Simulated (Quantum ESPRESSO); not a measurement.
```xyz
9
Lattice="5.4269 -1.6516 0.0000 5.4269 1.6516 0.0000 -1.3949 0.0000 4.9059" Properties=species:S:1:pos:R:3 pbc="T T T"
H      3.4519     0.0000     2.7793
H      6.0071     0.0000     2.1267
H      2.1498     0.0000     3.8137
H      7.3092     0.0000     1.0922
N      3.1812     0.0000     3.7673
N      6.2778     0.0000     1.1387
F      0.2560     0.0000     3.6920
F      9.2030     0.0000     1.2139
Sn     0.0000     0.0000     0.0000
```

The geometry is that of Materials Project entry mp-643902, symmetrised and not relaxed again.

What does LDA (Quantum ESPRESSO, PseudoDojo norm-conserving, 84 Ry, no spin-orbit coupling) give for the electronic structure near the Fermi level?

The LDA gap is indirect, 2.89 eV, from M to Γ; the smallest direct gap is 2.94 eV. Spin-orbit splittings are left out.

The distance between layers or molecules is the database entry's, not relaxed here. Functionals without dispersion can leave it too large, which widens gaps and weakens the response across layers: the numbers belong to this cell.
